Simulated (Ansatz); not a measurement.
Property card for CoW

CoW:
```xyz
4
Lattice="1.3281 -4.7693 0.0000 1.3281 4.7693 0.0000 0.0000 0.0000 4.0382" Properties=species:S:1:pos:R:3 pbc="T T T"
W      1.3281    -1.4995     1.0096
Co     1.3281    -4.0731     1.0096
W      1.3281     1.4995     3.0287
Co     1.3281     4.0731     3.0287
```

Space group Cmcm (No. 63); conventional cell a = 2.6563 Å, b = 9.5387 Å, c = 4.0382 Å, α = 90.00°, β = 90.00°, γ = 90.00°.

Method: the program Ansatz at the PBEsol level (PAW). Geometry: relaxed at this level of theory. Other levels are named where they apply.

**Cell and energy**

Volume per atom: 12.79 Å³
Density: 15.76 g/cm³
Formation energy from the elements (no fitted shifts): 6.6 kJ/mol of atoms

**Electronic structure**

Electronic character: metallic (no gap)
Density of states at the Fermi level: 1.3 states/eV per atom (mean over ±0.08 eV)

**Magnetism**

* **Magnetic order**: non-magnetic (starting moments vanished)

**Mechanics**

- Bulk modulus (Birch–Murnaghan fit) = 305 GPa
- Pressure derivative B′ = 4.4

The start of the workflow was typed in or built on a structure type; neither database checked (COD, Materials Project) lists it. Its standing as an ambient phase is unchecked. The cell was relaxed with PBEsol under the symmetry of its start; whether a distortion lowers the energy is not shown. The workflow began spin-polarised and lost its moments. Axis ratios of metals converge slowly with the k-mesh, so a and c are less sure than the volume. The references are the lowest solids computed at this level, not always the standard phases. Spin–orbit coupling is left out wherever it is not named.

Potentials: the later of the program's two PAW sets.
